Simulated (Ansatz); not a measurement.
One stationary structure of VN. Space group P6₃/mmc (No. 194). All values below come from PBEsol (plane waves to 420 eV, PAW, scalar-relativistic; Ansatz, a program for electronic structure).

```cif
data_N2V2
_chemical_formula_sum 'V2 N2'
_space_group_name_H-M_alt 'P 1'
_space_group_IT_number 1
_cell_length_a 3.35316
_cell_length_b 3.35316
_cell_length_c 4.02456
_cell_angle_alpha 90.000
_cell_angle_beta 90.000
_cell_angle_gamma 120.000
loop_
_space_group_symop_operation_xyz
  'x, y, z'
loop_
_atom_site_label
_atom_site_type_symbol
_atom_site_fract_x
_atom_site_fract_y
_atom_site_fract_z
_atom_site_occupancy
V1 V 0.33333 0.66667 0.25000 1
V2 V 0.66667 0.33333 0.75000 1
N1 N 0.33333 0.66667 0.75000 1
N2 N 0.66667 0.33333 0.25000 1
```

### Question
Give the magnetic moment at the level PBEsol.

### Answer
Zero (the starting moments vanished).

No spin polarisation in the result: the starting moments vanished.

The run could not lose the symmetry of its start; a randomly shaken copy of 8 atoms returns to this structure.

All atoms sit on sites fixed by symmetry, so only the cell could relax.

The first start was generated by placing the elements on the sites of a structure type. Materials Project lists a structure of VN in the same space group, P6₃/mmc (No. 194); the sites were not compared with it, nor with measured phases. Known forms of VN include space group No. 225.
